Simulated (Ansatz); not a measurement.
A crystal relaxed with r2SCAN in the plane-wave code Ansatz has space group I-42m (No. 121) and a = 5.794 Å, c = 11.568 Å.

```
atom  site       x       y       z
  Ga    2a  0.0000  0.0000  0.0000
  Xx    8i  0.2363  0.2363  0.1196
  In    4d  0.0000  0.5000  0.2500
  In    2b  0.5000  0.5000  0.0000
```

The r2SCAN gap is direct at Γ: 1.25 eV. The HSE06 gap is direct at Γ: 1.60 eV. Meshes: r2SCAN 6×6×6, HSE06 4×4×4.

Problem. Which element is Xx?
A. N
B. Sb
C. P
D. Bi

Solution. C. Xx is P: In₃GaP₄ as one 8-atom ordering (I-42m) on the zincblende lattice. Ga is surrounded by 4 P at 2.38 Å; P is surrounded by 1 Ga at 2.38 Å and 3 In at 2.55–2.57 Å; In is surrounded by 4 P at 2.55 Å; In is surrounded by 4 P at 2.57 Å.

Spin-unpolarised throughout. Whether this structure exists isn't addressed.

Spin-orbit coupling is left out, which matters wherever the heavy atoms make up the band edges.
